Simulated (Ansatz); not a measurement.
# Telling polymorphs of HfCrAgS₄ apart by ¹⁷⁷Hf

Computed with Ansatz: DFT, PBE, plane waves and PAW, scalar-relativistic, 420 eV cutoff. Q(¹⁷⁷Hf) = 3365 mb, I = 7/2. The cells come from the Materials Project (computed, not necessarily observed phases), with the atoms as given. Spin–orbit coupling is left out, which moves gradients at and beside heavy atoms (Hf) by some per cent and at some sites by far more.

Question: Rank the structures by their largest ¹⁷⁷Hf |C_Q|, smallest first.
A.
HfCrAgS4
```cif
data_HfCrAgS4
_symmetry_space_group_name_H-M 'Imma'
_symmetry_Int_Tables_number 74
_cell_length_a 7.4275
_cell_length_b 7.4335
_cell_length_c 10.4295
_cell_angle_alpha 90.000
_cell_angle_beta 90.000
_cell_angle_gamma 90.000
loop_
_atom_site_label
_atom_site_type_symbol
_atom_site_symmetry_multiplicity
_atom_site_Wyckoff_symbol
_atom_site_fract_x
_atom_site_fract_y
_atom_site_fract_z
Hf Hf 4 a 0.0000 0.0000 0.0000
Cr Cr 4 d 0.2500 0.2500 0.7500
Ag Ag 4 e 0.5000 0.2500 0.1296
S7 S 8 i 0.2656 0.7500 0.4840
S9 S 8 h 0.5000 0.4661 0.7429
```
B.
HfCrAgS4
Space group P2 (No. 3); a = 6.1704, b = 7.1316, c = 6.5532 Å, β = 91.45°.

| site | Wyckoff | site symmetry | x | y | z |
| --- | --- | --- | --- | --- | --- |
| Hf1 | 1b | 2 | 0.0000 | 0.2393 | 0.5000 |
| Hf2 | 1d | 2 | 0.5000 | 0.5121 | 0.5000 |
| Cr3 | 1b | 2 | 0.0000 | 0.7506 | 0.5000 |
| Cr4 | 1d | 2 | 0.5000 | 0.0002 | 0.5000 |
| Ag5 | 1c | 2 | 0.5000 | 0.9960 | 0.0000 |
| Ag6 | 1c | 2 | 0.5000 | 0.5036 | 0.0000 |
| S7 | 2e | 1 | 0.8202 | 0.9871 | 0.2908 |
| S8 | 2e | 1 | 0.8362 | 0.5071 | 0.2810 |
| S9 | 2e | 1 | 0.3343 | 0.2425 | 0.2778 |
| S10 | 2e | 1 | 0.3184 | 0.7624 | 0.2865 |

Answer: B (399 MHz), A (794 MHz).

In HfCrAgS4 (Imma), HfCrAgS4 (P2) small gradients can still move by 0.1 × 10²¹ V/m² or more with the k-mesh.

The crystals are a selection from a larger pool of database entries, not a random sample of it.
